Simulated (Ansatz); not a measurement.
**What DFT gives for YbZn2F2**

```
Zn F Yb
1.0
     1.90263    3.29545    0.00000
    -1.90263    3.29545    0.00000
     0.00000    0.00000    6.36002
Zn F Yb
2 2 1
Direct
  0.33330 0.33340 0.63400
  0.66670 0.66660 0.36600
  0.33330 0.33340 0.25890
  0.66670 0.66660 0.74110
  0.00000 0.00000 0.00000
```

Single point in Ansatz 0.2.0 with r2SCAN, no spin polarisation. Cutoff 500 eV, PAW datasets, 7×7×4 Γ-centred k mesh, tetrahedron filling.

**Question.** Which element gives electrons and which takes them?

**Answer.** Bader charges in e: Yb +1.44, Zn +0.19, F -0.92. In the mean Yb gives up most and F takes most.

**Question.** Metal or insulator?

**Answer.** It is a metal on this mesh, though the bands barely overlap, with about 2 states/eV a cell as the mean within 0.25 eV of the Fermi level, mostly Yb f (42 %), Yb d (21 %) and Zn s (17 %).

**Question.** What does the stress say?

**Answer.** The pressure is 6.5 GPa (compression positive), so with the atoms held at these fractions the cell would first expand; the forces are large, so a full relaxation may end otherwise. The principal stresses 0.4, 9.5, 9.5 GPa differ, so its shape would change too.

**Question.** Which atom feels the largest force, and which way?

**Answer.** The largest is on F3 (and as large on other atoms): 1.56 eV/Å, components (0.00, 0.00, -1.56). It makes 107° with the line to a nearest neighbour, Zn2 at 2.30 Å.

Origin: a known structure type with other elements, at an estimated volume, so it need not be a known compound. Caveats: empty levels are not fully converged; no spin polarisation, so a magnetic state may lie lower; atoms or cell far from equilibrium; forces and stress under tetrahedra may miss the slope of the energy; f levels without a U or exact exchange are poorly placed.
